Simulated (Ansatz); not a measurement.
Task: Bulk modulus by a P(V) fit from PBE minus that from r²SCAN (% of the latter), each on its own relaxed cell (Ansatz, a first-principles code, plane waves, PAW; no spin–orbit coupling, no Hubbard U), over 12 phases of the class «phosphides, arsenides and antimonides»: what sign and size do you expect?

Result: Mean -12 %, median -13 %, mean absolute 12 %; eight in ten lie between -15 and -6 %, and 0 % are above zero.

Some cases that may be named, with their rank among the 12 from the lowest: GaAs, zinc blende -17 % (rank 1); Cu3Sb, P6/mmm (Sb on 1a, Cu on 1b, Cu on 2c) -15 % (rank 2); AlGaAs2, P-4m2 (Pearson symbol tP8) -14 % (rank 6); InP, zinc blende -13 % (rank 7); NbAs, I4_1md (Nb on 4a, As on 4a) -6 % (rank 11); BP, zinc blende -4 % (rank 12).

The phases are those computed here (of each formula those with measured values and the lowest at some level), not a balanced benchmark, and neither functional is the truth. Pairs that end in unlike spin orders or unlike minima (c/a over 6 % apart, 30 % for weakly bound crystals), magnets with 4f shells, solids of gases and phases set aside for tests are left out.

Typed or built starts, not in the databases checked: Cu3Sb, P6/mmm (Sb on 1a, Cu on 1b, Cu on 2c); AlGaAs2, P-4m2 (Pearson symbol tP8). All cells were relaxed under the symmetry of their starts (and spin orders); stability against distortions was not tested throughout. Named crystals with no word on spin ran without spin polarisation. Scalar-relativistic: spin–orbit coupling is off unless named, which matters more the heavier the elements.

Potentials: the earlier of the program's two PAW sets.

Ansatz is a plane-wave DFT program.
